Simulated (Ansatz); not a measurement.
MgCdTe2:
```
CELL_PARAMETERS angstrom
      2.28804     1.32100     7.44494
     -2.28804     1.32100     7.44494
      0.00000    -2.64200     7.44494
ATOMIC_POSITIONS crystal
  Mg 0.49925 0.49925 0.49925
  Cd 0.00038 0.00038 0.00038
  Te 0.12619 0.12619 0.12619
  Te 0.62420 0.62420 0.62420
```

This is the PBEsol-relaxed structure. x, y and z are the axes in which the lattice vectors are written.

### Question
All from DFT-PBEsol in the program Ansatz with PAW potentials, unless another level is named. Estimate the gap with spin–orbit coupling.

### Answer
1.01 eV.

### Question
And the electron effective mass?

### Answer
0.099, 0.099, 0.13 mₑ (principal values).

### Question
Next, the hole effective mass, band 2 of 2 at the edge?

### Answer
0.098 along x, 1.9 along z (mₑ).

### Question
And the valence-band maximum?

### Answer
at Γ.

### Question
Predict the weight of the conduction-edge state by species (Voronoi cells).

### Answer
Cd 47 %, Te 37 %, Mg 16 %.

Space group R3m. The workflow started from a Materials Project entry (that database holds measured and hypothetical structures alike); the Crystallography Open Database copy checked does not list it. With Mg and Cd taken as one species the cell has the higher symmetry F-43m, so it may be an ordered model of a mixed-site phase. Its standing as an ambient phase is unchecked. Symmetry was held in the PBEsol relaxation; its stability against distortions is not shown here. Scalar-relativistic: spin–orbit coupling is off unless named, which matters more the heavier the elements.

Potentials: the later of the program's two PAW sets.
